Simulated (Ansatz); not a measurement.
GaSb:
```
GaSb
1.0
    0.00000     2.89903     2.89903
    2.89903     0.00000     2.89903
    2.89903     2.89903     0.00000
Sb Ga
1 1
Direct
  0.00000   0.00000   0.00000
  0.50000   0.50000   0.50000
```

Relaxed with PBE. Special points in fractions of this cell's reciprocal vectors: Γ (0.000, 0.000, 0.000); X (0.500, 0.000, 0.500); U (0.625, 0.250, 0.625); K (0.375, 0.375, 0.750); L (0.500, 0.500, 0.500); W (0.500, 0.250, 0.750).

### Question
List the band energies nearest the Fermi level at these points for the program Ansatz at the PBE with spin–orbit coupling level (PAW).

### Answer
In eV from the Fermi level; about four levels below and three above (degenerate sets whole), none deeper than 8.9 eV; points with the same levels are listed once.

```csv
k,below,above
Γ,-0.24 -0.24 -0.17 -0.17,0.45 0.45 0.45 0.45
X,-2.41 -2.41 -2.08 -2.08,3.17 3.17 8.58 8.58
U,-1.63 -1.63 -0.61 -0.61,5.44 5.44 6.15 6.15
L,-7.21 -7.21,0.26 0.26 0.79 0.79
W,-3.99 -3.99 -3.79 -3.79,2.15 2.15 3.37 3.37
```

Space group Fm-3m (rock salt). The start of the workflow was typed in or built on a structure type; neither database checked (COD, Materials Project) lists it. It is not the phase usual at ambient conditions (space group No. 216). The PBE relaxation kept the symmetry of its start; its stability against distortions is not shown here. The volume moved by 17 % from the start of the relaxation.

Potentials: the earlier of the program's two PAW sets.
